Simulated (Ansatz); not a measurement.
Name crystals whose computed values (the program Ansatz at the LDA level (PAW)) fall in these windows: highest Γ mode, no LO–TO term (cm⁻¹) 190 to 260; B₀ by P(V) fit (GPa) 32 to 44.



```
crystal                            highest Γ mode, no LO–TO term (cm⁻¹)  B₀ by P(V) fit (GPa)
---------------------------------  ------------------------------------  --------------------
Mg, 9R (Sm type)                                                    226                  39.5
LiPb, CsCl type                                                     258                  40.2
Ge3PbSe4, Pm (Pearson symbol mP8)                                   223                  41.7
LiBr, rock salt                                                     196                  33.3
MgTe, zinc blende                                                   245                  38.7
```
Others may fit too.

Not the usual ambient phase: Mg, 9R (Sm type). Standing as an ambient phase not checked: LiPb, CsCl type; Ge3PbSe4, Pm (Pearson symbol mP8). Weakly bound layers, chains or molecules computed without a dispersion correction, so cells and soft constants are ill determined: Ge3PbSe4, Pm (Pearson symbol mP8). All cells were relaxed under the symmetry of their starts (and spin orders); stability against distortions was not tested throughout. Scalar-relativistic: spin–orbit coupling is off unless named, which matters more the heavier the elements.

Potentials: the later of the program's two PAW sets.
